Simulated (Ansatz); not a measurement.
AlN:
```xyz
8
Lattice="5.2857 0.0000 0.0000 0.0000 5.2857 0.0000 0.0000 0.0000 3.0998" Properties=species:S:1:pos:R:3 pbc="T T T"
Al     1.7084     3.5773     0.0000
Al     3.5773     1.7084     0.0000
Al     4.3512     4.3512     1.5499
Al     0.9344     0.9344     1.5499
N      1.6657     1.6657     0.0000
N      3.6199     3.6199     0.0000
N      0.9771     4.3086     1.5499
N      4.3086     0.9771     1.5499
```

Relaxed with r²SCAN. Special points in fractions of this cell's reciprocal vectors: Γ (0.000, 0.000, 0.000); X (0.000, 0.500, 0.000); M (0.500, 0.500, 0.000); Z (0.000, 0.000, 0.500); R (0.000, 0.500, 0.500); A (0.500, 0.500, 0.500).

List the band energies nearest the valence-band maximum at these points for the program Ansatz at the r²SCAN level (PAW).

In eV from the valence-band maximum; about four levels below and three above (degenerate sets whole), none deeper than 8.9 eV; points with the same levels are listed once.

| k | below | above |
|---|---|---|
| Γ | -0.52 -0.12 -0.12 -0.01 | 4.48 6.83 7.20 |
| X | -0.66 -0.66 -0.64 -0.64 | 6.54 6.54 7.31 7.31 |
| M | -1.07 -1.07 -0.97 -0.97 | 6.81 6.81 7.13 7.13 |
| Z | -1.71 -1.71 -1.54 -1.54 | 6.74 6.74 8.55 8.55 |
| R | -1.42 -1.42 -0.71 -0.71 | 7.05 7.05 7.49 7.49 |
| A | -1.23 -1.23 -0.99 -0.99 | 5.90 5.90 6.48 6.48 |

Space group P4_2/mnm. The start of the workflow was typed in or built on a structure type; neither database checked (COD, Materials Project) lists it. It is not the phase usual at ambient conditions (space group No. 186, 216). The r²SCAN relaxation kept the symmetry of its start; its stability against distortions is not shown here.

Potentials: the later of the program's two PAW sets.
